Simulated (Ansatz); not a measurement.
A geometry of Ta away from equilibrium: step 21 of the relaxation of a relaxed Ta cell, doubled along one cell vector, shaken by Gaussian noise of σ = 0.08 Å a coordinate. These are PBEsol (plane waves to 420 eV, PAW, scalar-relativistic; Ansatz, a quantum-chemistry and plane-wave program) values and carry that method's errors. Γ-centred k-mesh 5×9×9 on the run's cell (coarser than for final values), Fermi–Dirac smearing 0.05 eV.

```xyz
4
Lattice="-2.2123 7.3145 7.3145 2.0366 0.2793 2.2718 2.0366 2.2718 0.2793" Properties=species:S:1:pos:R:3:forces:R:3 pbc="T T T" free_energy=-39229.158 pressure_GPa=3.0
Ta     1.5748     4.2686     5.3116    0.0000    0.0038   -0.0037
Ta     0.4686     8.9583     7.9365    0.0000   -0.0038    0.0037
Ta     2.1279     2.9562     2.9668    0.0000    0.0000    0.0000
Ta     1.0217     6.6134     6.6240    0.0000    0.0000    0.0000
```

Positions in Å, forces in eV/Å, free energy of the cell in eV (comparable only within this code, potentials and settings). Largest force: 0.01 eV/Å, on Ta1, Ta2 (atoms numbered as listed); the geometry lies 0.02 eV/atom above the end of its relaxation.

No spin polarisation in the result.

The end of the path is a generated cell of Ta: the first start was made by placing the elements on the sites of a structure type, and the end was not matched to a known phase here, so it may be hypothetical. Known forms of Ta include space group No. 229.
